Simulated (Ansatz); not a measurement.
## What DFT gives for Hf2CdSb3

```xyz
6
Lattice="4.0741 0.0000 0.0000 0.0000 4.0741 0.0000 0.0000 0.0000 8.9288" Properties=species:S:1:pos:R:3 pbc="T T T"
Sb    2.0370    2.0370    0.0000
Cd    0.0000    0.0000    0.0000
Hf    0.0000    2.0370    6.5538
Hf    2.0370    0.0000    2.3751
Sb    0.0000    2.0370    3.4108
Sb    2.0370    0.0000    5.5180
```

The numbers come from plane-wave PAW DFT (Ansatz): PBEsol, no spin polarisation, 420 eV, 8×8×4 Γ-centred k points, fermi-dirac occupations (width 0.1 eV). Nothing was relaxed.

(1) What does the stress say?

(2) What do density and ELF say about some of the short contacts?

(3) Which element gives electrons and which takes them?

(4) Where is the largest force?

(5) Is there a gap?

(6) What is the formation energy?

Origin: a known structure type with other elements, at an estimated volume, so it need not be a known compound.

Results:

(1) The pressure is -7.1 GPa (compression positive), so with the atoms held at these fractions the cell would first shrink. The principal stresses -8.2, -6.5, -6.5 GPa differ, so its shape would change too.

(2) Sb–Cd at 2.88 Å: least valence density 0.28 e/Å³ and ELF 0.31 there. Hf–Sb at 3.06 Å: least valence density 0.24 e/Å³ and ELF 0.42 there. Cd–Hf at 3.13 Å: least valence density 0.18 e/Å³ and ELF 0.24 there. These are pseudo-fields; inside the PAW spheres they differ from the all-electron ones.

(3) Bader charges in e: Hf +1.30, Cd -0.22, Sb -0.86 to -0.65. In the mean Hf gives up most and Sb takes most.

(4) The largest is on Hf3 (and as large on other atoms): 0.43 eV/Å, components (0.00, 0.00, -0.43). It makes 70° with the line to a nearest neighbour, Sb6 at 3.06 Å.

(5) It is a metal, with about 3.5 states/eV a cell as the mean within 0.25 eV of the Fermi level, mostly Hf d (60 %) and Sb p (23 %).

(6) -0.32 eV an atom against the elements' usual phases (free molecules for gases, crystals otherwise, with no correction for O₂ or N₂), so it is bound against them; other compounds may still compete. Relaxing would lower it.
